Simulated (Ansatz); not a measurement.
**Coordination and ¹⁷O quadrupole coupling in K2TiSi3O9**

Cell: a computed structure from the Materials Project (it need not be an observed phase), taken as it stands.

Space group P6_3/m (No. 176); a = 6.8702, c = 10.0794 Å, γ = 120.00°.

```csv
site,Wyckoff,site symmetry,x,y,z
K,4f,3..,0.6667,0.3333,0.5574
Ti,2b,-3..,0.0000,0.0000,0.5000
Si,6h,m..,0.7523,0.1294,0.2500
O13,12i,1,0.2231,0.9778,0.8874
O25,6h,m..,0.0815,0.5932,0.7500
```

One atom of each set is listed.

All values are calculated (Ansatz; DFT, PBE, plane waves and PAW, scalar-relativistic, 420 eV cutoff, Γ-centred 4×4×2 k-points, Fermi–Dirac smearing 0.02 eV), not measured.

Q(¹⁷O) = -25.58 mb.

Question: Order the O environments from the weakest to the strongest quadrupole coupling.
A. O13: 1 Si at 1.62 Å, 1 Ti at 1.97 Å, angle 142°; also 2 K at 2.85–3.11 Å
B. O25: 2 Si at 1.66–1.67 Å, angle 134°; also 2 K at 3.16 Å

Answer: A (3.58 MHz, η = 0.13), B (5.00 MHz, η = 0.40).

At O13 V_zz points along the shorter of its two bonds, to Si (within 9°). At O25 V_zz runs parallel to the line that joins its two neighbours (within 1°). Like point charges on the first shell alone (each adding as 1/d³) would give the same order.
